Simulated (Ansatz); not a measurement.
YIr:
```
YIr
1.0
    3.35822     0.00000     0.00000
    0.00000     3.35822     0.00000
    0.00000     0.00000     3.35822
Y Ir
1 1
Direct
  0.50000   0.50000   0.50000
  0.00000   0.00000   0.00000
```

Relaxed with LDA. Special points in fractions of this cell's reciprocal vectors: Γ (0.000, 0.000, 0.000); X (0.000, 0.500, 0.000); M (0.500, 0.500, 0.000); R (0.500, 0.500, 0.500).

Task: List the band energies nearest the Fermi level at these points for LDA (plane waves, PAW; program Ansatz).

Result: In eV from the Fermi level; about four levels below and three above (degenerate sets whole), none deeper than 8.9 eV; points with the same levels are listed once.

```json
[
 {"k": "Γ", "below": "-4.50 -4.50 -1.66 -1.66 -1.66", "above": "2.81 2.81 6.62 6.62 6.62"},
 {"k": "X", "below": "-2.62 -1.83 -1.83 -1.19", "above": "0.27 0.34 2.34 2.34"},
 {"k": "M", "below": "-4.23 -2.93 -2.93 -0.28", "above": "0.11 1.79 1.79"},
 {"k": "R", "below": "-1.23 -1.23 -1.23 -0.21 -0.21", "above": "2.79 7.35 7.35"}
]
```

Space group Pm-3m (CsCl type). The first step of the workflow began from a Materials Project structure, measured or hypothetical; the Crystallography Open Database files this formula in space group No. 221, but the cells were not matched. Whether it is the stable phase at ambient conditions was not checked. Symmetry was held in the LDA relaxation; of distortions, only those at the zone centre were tested. The run is not spin-polarised. Spin–orbit coupling is left out wherever it is not named.

Potentials: the later of the program's two PAW sets.
